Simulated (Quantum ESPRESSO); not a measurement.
Ta2GaPtInSn2Mo, input and log of a self-consistent run

Computed values, not a measurement. The program is pw.x of Quantum ESPRESSO 7.5 (plane-wave density functional theory). The cell is made up: eight metal atoms on a hexagonal close-packed lattice, with elements, volume, strain and displacements drawn at random and not relaxed, so it may be unstable or far from any real phase. PseudoDojo standard norm-conserving files set the functional (PBE unless stated); there is no spin polarisation or spin-orbit coupling, the Fermi-Dirac width of 0.25 eV means electrons at about 2900 K, and the masses in the input are unused placeholders. The tin pseudopotential is less sure than most, with forces differing by about three percent from a second method on plain tin. Heavy elements are run without spin-orbit coupling, which real alloys of them have. A spin test at this wide smearing found no moment, but such smearing suppresses magnetism that the real alloy may have.

Input:

```
&control calculation='scf', pseudo_dir='./dojo.nc.sr.pbe.v0_5.standard.upf', outdir='./o', disk_io='minimal', tprnfor=.true., tstress=.true. /
&system ibrav=0, nat=8, ntyp=6, nbnd=70, ecutwfc=84.00895049, nosym=.true., tot_charge=0,
 occupations='smearing', smearing='fd', degauss=0.0183746611
/
&electrons conv_thr=1.470e-08, electron_maxstep=70, mixing_beta=0.5 /
ATOMIC_SPECIES
Ga 1.0 Ga.upf
In 1.0 In.upf
Mo 1.0 Mo.upf
Pt 1.0 Pt.upf
Sn 1.0 Sn.upf
Ta 1.0 Ta.upf
CELL_PARAMETERS angstrom
0.0468 5.4503 -0.0729
3.1168 -0.0393 4.9187
3.1594 0.0933 -4.9458
ATOMIC_POSITIONS angstrom
Ta 0.05 -0.046 0.0384
Ga 3.1088 -0.1426 0.0499
Ta 3.163 1.8653 -2.6301
Pt 3.3089 1.816 2.4922
In 1.5048 2.672 0.0783
Sn 4.8796 2.8127 -0.1889
Mo 1.7108 4.5434 -2.5417
Sn 1.5874 4.5045 2.2947
K_POINTS automatic
4 5 5 1 1 1
```

The log is shortened where brackets say so; the opening notice, blank lines, dates and the lines on written files are dropped, and the path of the files is cut. It prints rydbergs, bohrs and kilobars, and counts compression as positive stress. Its total energy is the free energy E - TS of the whole cell.

```
     Program PWSCF v.7.5
     Parallel version (MPI & OpenMP), running on       4 processor cores
     Number of MPI processes:                 4
     Threads/MPI process:                     1
     [start-up lines left out]
     bravais-lattice index     =            0
     lattice parameter (alat)  =      10.3009  a.u.
     unit-cell volume          =    1138.2588 (a.u.)^3
     number of atoms/cell      =            8
     number of atomic types    =            6
     number of electrons       =       112.00
     number of Kohn-Sham states=           70
     kinetic-energy cutoff     =      84.0090  Ry
     charge density cutoff     =     336.0358  Ry
     scf convergence threshold =      1.5E-08
     mixing beta               =       0.5000
     number of iterations used =            8  plain     mixing
     Exchange-correlation= PBE
                           (   1   4   3   4   0   0   0)
     [axes and pseudopotential details left out]
   Cartesian axes
     site n.     atom                  positions (alat units)
         1        Ta     tau(   1) = (   0.0091726  -0.0084388   0.0070446  )
         2        Ga     tau(   2) = (   0.5703186  -0.0261604   0.0091543  )
         3        Ta     tau(   3) = (   0.5802617   0.3421948  -0.4824996  )
         4        Pt     tau(   4) = (   0.6070275   0.3331506   0.4572015  )
         5        In     tau(   5) = (   0.2760600   0.4901863   0.0143644  )
         6        Sn     tau(   6) = (   0.8951771   0.5159982  -0.0346543  )
         7        Mo     tau(   7) = (   0.3138513   0.8335002  -0.4662824  )
         8        Sn     tau(   8) = (   0.2912132   0.8263639   0.4209695  )
     number of k points=    50  Fermi-Dirac smearing, width (Ry)=  0.0184
                       cart. coord. in units 2pi/alat
        k(    1) = (   0.1726507   0.1235655   0.0024066), wk =   0.0400000
        k(    2) = (   0.3459055   0.1206091  -0.1074022), wk =   0.0400000
     [further k points left out]
     Dense  grid:   118429 G-vectors     FFT dimensions: (  64,  72,  72)
     Estimated max dynamical RAM per process >     438.95 MB
     Estimated total dynamical RAM >       1.63 GB
     Initial potential from superposition of free atoms
     starting charge     111.9869, renormalised to     112.0000
     Starting wfcs are   76 randomized atomic wfcs
     total cpu time spent up to now is       13.7 secs
     per-process dynamical memory:   330.5 Mb
     Self-consistent Calculation
     iteration #  1     ecut=    84.01 Ry     beta= 0.50
     Davidson diagonalization with overlap
     ethr =  1.00E-02,  avg # of iterations =  3.1
     Threshold (ethr) on eigenvalues was too large:
     Diagonalizing with lowered threshold
     Davidson diagonalization with overlap
     ethr =  8.53E-04,  avg # of iterations =  1.9
     total cpu time spent up to now is       77.8 secs
     total energy              =   -1262.60426117 Ry
     estimated scf accuracy    <       1.00159794 Ry
     iteration #  2     ecut=    84.01 Ry     beta= 0.50
     Davidson diagonalization with overlap
     ethr =  8.94E-04,  avg # of iterations =  3.0
     total cpu time spent up to now is      109.3 secs
     total energy              =   -1262.18524333 Ry
     estimated scf accuracy    <      11.33166998 Ry
     iteration #  3     ecut=    84.01 Ry     beta= 0.50
     Davidson diagonalization with overlap
     ethr =  8.94E-04,  avg # of iterations =  2.3
     total cpu time spent up to now is      137.5 secs
     total energy              =   -1263.02833325 Ry
     estimated scf accuracy    <       0.50175138 Ry
     iteration #  4     ecut=    84.01 Ry     beta= 0.50
     Davidson diagonalization with overlap
     ethr =  4.48E-04,  avg # of iterations =  2.0
     total cpu time spent up to now is      162.6 secs
     total energy              =   -1263.08633766 Ry
     estimated scf accuracy    <       0.07726434 Ry
     iteration #  5     ecut=    84.01 Ry     beta= 0.50
     Davidson diagonalization with overlap
     ethr =  6.90E-05,  avg # of iterations =  3.0
     total cpu time spent up to now is      188.4 secs
     total energy              =   -1263.09068477 Ry
     estimated scf accuracy    <       0.03554546 Ry
     [iterations 6 to 9 left out]
     iteration # 10     ecut=    84.01 Ry     beta= 0.50
     Davidson diagonalization with overlap
     ethr =  1.74E-08,  avg # of iterations =  2.0
     total cpu time spent up to now is      326.2 secs
     total energy              =   -1263.09655028 Ry
     estimated scf accuracy    <       0.00000108 Ry
     iteration # 11     ecut=    84.01 Ry     beta= 0.50
     Davidson diagonalization with overlap
     ethr =  9.67E-10,  avg # of iterations =  3.0
     total cpu time spent up to now is      367.5 secs
     total energy              =   -1263.09655050 Ry
     estimated scf accuracy    <       0.00000018 Ry
     iteration # 12     ecut=    84.01 Ry     beta= 0.50
     Davidson diagonalization with overlap
     ethr =  1.59E-10,  avg # of iterations =  3.2
     total cpu time spent up to now is      399.6 secs
     total energy              =   -1263.09655053 Ry
     estimated scf accuracy    <       0.00000003 Ry
     iteration # 13     ecut=    84.01 Ry     beta= 0.50
     Davidson diagonalization with overlap
     ethr =  2.75E-11,  avg # of iterations =  2.6
     total cpu time spent up to now is      433.9 secs
     total energy              =   -1263.09655053 Ry
     estimated scf accuracy    <       0.00000003 Ry
     iteration # 14     ecut=    84.01 Ry     beta= 0.50
     Davidson diagonalization with overlap
     ethr =  2.75E-11,  avg # of iterations =  1.9
     total cpu time spent up to now is      465.7 secs
     End of self-consistent calculation
     [lines on levels left out]
!    total energy              =   -1263.09655052 Ry
     estimated scf accuracy    <       0.00000001 Ry
     smearing contrib. (-TS)   =      -0.10302235 Ry
     internal energy E=F+TS    =   -1262.99352817 Ry
     The total energy is F=E-TS. E is the sum of the following terms:
     one-electron contribution =    -334.25825169 Ry
     hartree contribution      =     237.28028366 Ry
     xc contribution           =    -297.10534303 Ry
     ewald contribution        =    -868.91021711 Ry
     convergence has been achieved in  14 iterations
     Forces acting on atoms (cartesian axes, Ry/au):
     atom    1 type  6   force =    -0.02243170    0.01812014   -0.02172857
     atom    2 type  1   force =     0.00891362    0.02496873   -0.00752165
     atom    3 type  6   force =    -0.03305592   -0.01800155    0.03619618
     atom    4 type  4   force =     0.01745910   -0.01034196    0.01095267
     atom    5 type  2   force =     0.05369049   -0.02193598   -0.06229381
     atom    6 type  5   force =    -0.03551665   -0.03898841    0.01970647
     atom    7 type  3   force =    -0.00604970    0.01502182   -0.01108827
     atom    8 type  5   force =     0.01699076    0.03115721    0.03577698
     Total force =     0.136604     Total SCF correction =     0.000377
     Computing stress (Cartesian axis) and pressure
          total   stress  (Ry/bohr**3)                   (kbar)     P=      -94.60
  -0.00072647   0.00001253  -0.00008681         -106.87        1.84      -12.77
   0.00001253  -0.00058630   0.00004806            1.84      -86.25        7.07
  -0.00008681   0.00004806  -0.00061643          -12.77        7.07      -90.68
     init_run     :     13.02s CPU     13.45s WALL (       1 calls)
     electrons    :    450.38s CPU    452.03s WALL (       1 calls)
     forces       :      4.90s CPU      4.93s WALL (       1 calls)
     stress       :     13.28s CPU     13.54s WALL (       1 calls)
     [timing details left out]
     PWSCF        :   8m 1.84s CPU   8m 4.24s WALL
     JOB DONE.
```

In other units: free energy -17185.304 eV for the cell, pressure -9.46 GPa, largest force component 1.602 eV/Å in size. The run took 486 s of wall time with four MPI processes on a shared machine (Intel Xeon, 2023 or later, virtual cores), so the time is rough. A rerun of this cell at a higher cutoff and on a denser mesh moved values by no more than 0.002 eV in energy, 0.04 GPa in stress and 0.011 eV/Å in force, and a second program with other atomic files agreed on that cell to 2 % rms in force and 0.5 GPa in pressure.